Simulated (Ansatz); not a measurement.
SiC:
```
CELL_PARAMETERS angstrom
      3.07895     0.00000     0.00000
     -1.53948     2.66645     0.00000
      0.00000     0.00000    20.13707
ATOMIC_POSITIONS crystal
  Si 0.33333 0.66667 0.25011
  Si 0.66667 0.33333 0.75011
  C  0.33333 0.66667 0.96892
  C  0.66667 0.33333 0.46892
  C  0.00000 0.00000 0.09386
  C  0.00000 0.00000 0.59386
  C  0.33333 0.66667 0.34412
  C  0.66667 0.33333 0.84412
  C  0.33333 0.66667 0.71872
  C  0.66667 0.33333 0.21872
  Si 0.33333 0.66667 0.62499
  Si 0.66667 0.33333 0.12499
  Si 0.00000 0.00000 0.00009
  Si 0.00000 0.00000 0.50009
  Si 0.33333 0.66667 0.87519
  Si 0.66667 0.33333 0.37519
```

Relaxed with r²SCAN. Special points in fractions of this cell's reciprocal vectors: Γ (0.000, 0.000, 0.000); M (0.500, 0.000, 0.000); K (0.333, 0.333, 0.000); A (0.000, 0.000, 0.500); L (0.500, 0.000, 0.500); H (0.333, 0.333, 0.500).

Problem. List the band energies nearest the valence-band maximum at these points for DFT-r²SCAN in the program Ansatz with PAW potentials.

Solution. In eV from the valence-band maximum; about four levels below and three above (degenerate sets whole), none deeper than 8.9 eV; points with the same levels are listed once.

```json
[
 {"k": "Γ", "below": "-0.18 -0.18 -0.03 0.00 0.00", "above": "5.78 5.84 6.17"},
 {"k": "M", "below": "-1.61 -1.58 -1.46 -1.14", "above": "2.13 2.34 3.28"},
 {"k": "K", "below": "-2.59 -2.59 -2.53 -2.25 -2.25", "above": "3.70 4.45 4.58 4.58"},
 {"k": "A", "below": "-0.06 -0.06 -0.06 -0.06", "above": "5.80 5.80 6.28 6.28"},
 {"k": "L", "below": "-1.69 -1.69 -1.27 -1.27", "above": "2.26 2.26 3.33 3.33"},
 {"k": "H", "below": "-2.72 -2.72 -2.10 -2.10", "above": "4.02 4.02 4.41 4.41"}
]
```

Space group P6_3mc. The workflow started from an entry of the Crystallography Open Database (COD). Its sites differ from those of the usual phase in this space group: another stacking or structure type. The r²SCAN relaxation kept the symmetry of its start; of distortions, only those at the zone centre were tested.

Potentials: the later of the program's two PAW sets.
